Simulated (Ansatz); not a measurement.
Relaxed NiO (rock salt):

```xyz
2
Lattice="0.0000 2.0953 2.0953 2.0953 0.0000 2.0953 2.0953 2.0953 0.0000" Properties=species:S:1:pos:R:3 pbc="T T T"
O      0.0000     0.0000     0.0000
Ni     2.0953     2.0953     2.0953
```

In each cell atom 2 (Ni, nearest neighbour O at 2.095 Å; its periodic images, 3.0 Å or more away, move with it) moves by s·(-1.000, 0.000, 0.000) (towards the nearest neighbour), the rest being held.

Computed with r2SCAN (plane waves to 500 eV, PAW, scalar-relativistic; Ansatz, a quantum-chemistry and plane-wave program). k mesh 11×11×11 (Γ-centred), Fermi-Dirac smearing 0.05 eV. F∥ is the force on the atom along that direction. NiO is run spin-polarised and with no Hubbard U; the real compound is an antiferromagnetic insulator, a state that this run doesn't describe. NiO was relaxed with its symmetry unable to fall. Relaxed NiO ends ferromagnetic. The PAW data are Ansatz's earlier set. Other magnetic orders were not checked, so this need not be the ground state. 

```
s (Å)   F∥ (eV/Å)
------  ---------
-0.210      1.405
-0.168      0.939
-0.126      0.591
-0.084      0.336
-0.042      0.150
0.000       0.000
0.042      -0.150
0.084      -0.336
0.126      -0.591
0.168      -0.939
0.210      -1.405
```

Q: What is the force constant k = d²E/ds² of this move at s = 0?

A: 3.43 eV/Å². The forces along the line at the two nearest points give (0.150 − (-0.150)) / (2·0.042) = 3.57 eV/Å²; the next pair corrects for the finite step.

Q: With two atoms in the cell this is the zone-centre optical mode. What wavenumber follows (transverse: no LO-TO term)?

A: 272 cm⁻¹. Reduced mass μ = 12.57 u; ν̃ = 521.5·√(k/μ) with k = 3.43 eV/Å².

(For displaced atoms, the force is minus the slope of the energy, and its curvature is a force constant, which sets phonon frequencies.)
